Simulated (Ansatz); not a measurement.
# Band table of Hf (hcp type)

```
CELL_PARAMETERS angstrom
3.11737 0.00000 0.00000
-1.55869 2.69972 0.00000
0.00000 0.00000 4.94958
ATOMIC_POSITIONS crystal
Hf 0.33333 0.66667 0.25000
Hf 0.66667 0.33333 0.75000
```

The base cell comes from a relaxation on PAW files under the same functional.

All numbers are LDA results (scalar-relativistic) from Ansatz 0.2.0, with a Γ-centred 16×16×9 k mesh, Fermi–Dirac smearing of 0.1 eV, no spin polarisation. Methods: PAW: frozen-core files, cutoff 420 eV.

This run: the series' base cell.

Spin–orbit coupling is left out, which matters for the heavy atoms. The PAW files were made under PBE.

Path points, in fractions of the reciprocal vectors: Γ (0.000, 0.000, 0.000), M (0.500, 0.000, 0.000), K (0.333, 0.333, 0.000), A (0.000, 0.000, 0.500), L (0.500, 0.000, 0.500), H (0.333, 0.333, 0.500). Levels in eV from the Fermi level; bands 9 to 30, counted from the lowest band of the run. The gap is zero, the pressure 0.00 GPa.

```
# k(1/Å) point b9 b10 b11 b12 b13 b14 b15 b16 b17 b18 b19 b20 b21 b22 b23 b24 b25 b26 b27 b28 b29 b30
0.000 Γ -11.72 -11.69 -11.68 -11.68 -11.68 -11.68 -11.68 -11.67 -11.67 -11.66 -11.63 -11.63 -11.59 -11.58 -7.56 -3.93 1.03 1.15 1.15 1.41 2.03 2.03
0.291 - -11.72 -11.69 -11.69 -11.68 -11.68 -11.68 -11.67 -11.67 -11.66 -11.65 -11.64 -11.63 -11.60 -11.59 -7.05 -3.44 0.25 0.30 1.51 1.64 2.12 2.23
0.582 - -11.72 -11.70 -11.69 -11.69 -11.67 -11.66 -11.66 -11.66 -11.65 -11.65 -11.65 -11.64 -11.62 -11.61 -5.72 -2.51 -1.05 -0.59 0.78 1.53 1.58 3.03
0.873 - -11.72 -11.71 -11.69 -11.67 -11.67 -11.67 -11.66 -11.65 -11.64 -11.64 -11.64 -11.63 -11.63 -11.61 -4.20 -2.67 -2.08 -0.64 0.95 1.12 1.26 5.03
1.164 M -11.73 -11.71 -11.69 -11.68 -11.68 -11.66 -11.66 -11.65 -11.65 -11.65 -11.63 -11.62 -11.62 -11.61 -3.44 -3.01 -2.44 -0.56 0.73 0.95 1.77 6.31
1.332 - -11.72 -11.71 -11.69 -11.68 -11.67 -11.66 -11.66 -11.66 -11.65 -11.65 -11.63 -11.62 -11.62 -11.61 -3.27 -2.83 -2.43 -0.67 0.64 0.91 1.81 6.18
1.500 - -11.71 -11.71 -11.69 -11.69 -11.67 -11.67 -11.67 -11.66 -11.64 -11.64 -11.63 -11.63 -11.61 -11.61 -2.82 -2.39 -2.34 -0.95 0.43 0.78 1.91 5.53
1.668 - -11.71 -11.70 -11.69 -11.69 -11.68 -11.67 -11.66 -11.66 -11.64 -11.64 -11.64 -11.63 -11.61 -11.61 -2.38 -2.24 -1.78 -1.30 0.30 0.58 2.05 5.30
1.836 K -11.71 -11.69 -11.69 -11.69 -11.68 -11.68 -11.66 -11.66 -11.65 -11.64 -11.64 -11.64 -11.61 -11.61 -2.39 -1.77 -1.77 -1.41 0.37 0.37 2.16 5.53
2.171 - -11.71 -11.70 -11.70 -11.70 -11.69 -11.66 -11.66 -11.65 -11.64 -11.64 -11.64 -11.64 -11.62 -11.62 -3.07 -2.19 -1.63 -1.45 0.24 1.04 1.40 4.38
2.507 - -11.71 -11.70 -11.70 -11.69 -11.67 -11.66 -11.66 -11.65 -11.65 -11.65 -11.64 -11.64 -11.62 -11.62 -5.16 -1.95 -1.33 -1.13 0.68 0.78 1.84 3.13
2.843 - -11.72 -11.69 -11.69 -11.68 -11.68 -11.68 -11.67 -11.66 -11.66 -11.65 -11.64 -11.63 -11.60 -11.60 -6.89 -3.28 0.06 0.11 1.40 1.82 1.93 2.17
3.179 Γ -11.72 -11.69 -11.68 -11.68 -11.68 -11.68 -11.68 -11.67 -11.67 -11.66 -11.63 -11.63 -11.59 -11.58 -7.56 -3.93 1.03 1.15 1.15 1.41 2.03 2.03
3.338 - -11.72 -11.69 -11.69 -11.69 -11.69 -11.67 -11.67 -11.67 -11.67 -11.66 -11.63 -11.63 -11.59 -11.58 -7.40 -3.98 0.78 1.06 1.06 1.28 1.90 1.90
3.497 - -11.72 -11.70 -11.70 -11.69 -11.68 -11.68 -11.68 -11.66 -11.65 -11.65 -11.62 -11.62 -11.59 -11.58 -6.95 -4.21 0.29 0.93 0.93 0.94 1.60 1.60
3.655 - -11.72 -11.70 -11.70 -11.70 -11.69 -11.69 -11.67 -11.66 -11.64 -11.64 -11.62 -11.62 -11.59 -11.59 -6.27 -4.71 0.02 0.49 0.91 0.91 1.28 1.28
3.814 A -11.71 -11.71 -11.70 -11.70 -11.70 -11.70 -11.67 -11.67 -11.63 -11.63 -11.63 -11.63 -11.59 -11.59 -5.46 -5.46 0.13 0.13 1.03 1.03 1.03 1.03
4.105 - -11.71 -11.71 -11.70 -11.70 -11.70 -11.70 -11.66 -11.66 -11.63 -11.63 -11.63 -11.63 -11.60 -11.60 -5.02 -5.02 -0.26 -0.26 0.87 0.87 1.40 1.40
4.396 - -11.71 -11.71 -11.69 -11.69 -11.69 -11.69 -11.65 -11.65 -11.64 -11.64 -11.64 -11.64 -11.62 -11.62 -4.09 -4.09 -0.79 -0.79 0.55 0.55 2.24 2.24
4.687 - -11.71 -11.71 -11.69 -11.69 -11.68 -11.68 -11.66 -11.66 -11.64 -11.64 -11.63 -11.63 -11.62 -11.62 -3.64 -3.64 -1.02 -1.02 0.98 0.98 2.72 2.72
4.978 L -11.70 -11.70 -11.69 -11.69 -11.68 -11.68 -11.65 -11.65 -11.64 -11.64 -11.64 -11.64 -11.62 -11.62 -3.62 -3.62 -1.13 -1.13 1.55 1.55 2.78 2.78
5.146 - -11.70 -11.70 -11.69 -11.69 -11.68 -11.68 -11.66 -11.66 -11.65 -11.65 -11.64 -11.64 -11.62 -11.62 -3.46 -3.46 -1.04 -1.04 1.04 1.04 2.93 2.93
5.314 - -11.70 -11.70 -11.69 -11.69 -11.68 -11.68 -11.66 -11.66 -11.65 -11.65 -11.65 -11.65 -11.61 -11.61 -3.01 -3.01 -0.82 -0.82 0.22 0.22 2.83 2.83
5.481 - -11.69 -11.69 -11.68 -11.68 -11.67 -11.67 -11.66 -11.66 -11.66 -11.66 -11.65 -11.65 -11.61 -11.61 -2.40 -2.40 -1.02 -1.02 -0.12 -0.12 2.62 2.62
5.649 H -11.69 -11.69 -11.68 -11.68 -11.67 -11.67 -11.66 -11.66 -11.66 -11.66 -11.66 -11.66 -11.61 -11.61 -1.90 -1.90 -1.51 -1.51 -0.06 -0.06 2.59 2.59
5.985 - -11.70 -11.70 -11.68 -11.68 -11.67 -11.67 -11.66 -11.66 -11.66 -11.66 -11.64 -11.64 -11.62 -11.62 -2.78 -2.78 -0.81 -0.81 -0.07 -0.07 2.26 2.26
6.321 - -11.70 -11.70 -11.69 -11.69 -11.68 -11.68 -11.66 -11.66 -11.64 -11.64 -11.63 -11.63 -11.63 -11.63 -3.70 -3.70 -0.82 -0.82 0.23 0.23 2.32 2.32
6.657 - -11.71 -11.71 -11.70 -11.70 -11.70 -11.70 -11.66 -11.66 -11.64 -11.64 -11.63 -11.63 -11.60 -11.60 -4.89 -4.89 -0.36 -0.36 0.80 0.80 1.52 1.52
6.993 A -11.71 -11.71 -11.70 -11.70 -11.70 -11.70 -11.67 -11.67 -11.63 -11.63 -11.63 -11.63 -11.59 -11.59 -5.46 -5.46 0.13 0.13 1.03 1.03 1.03 1.03
```
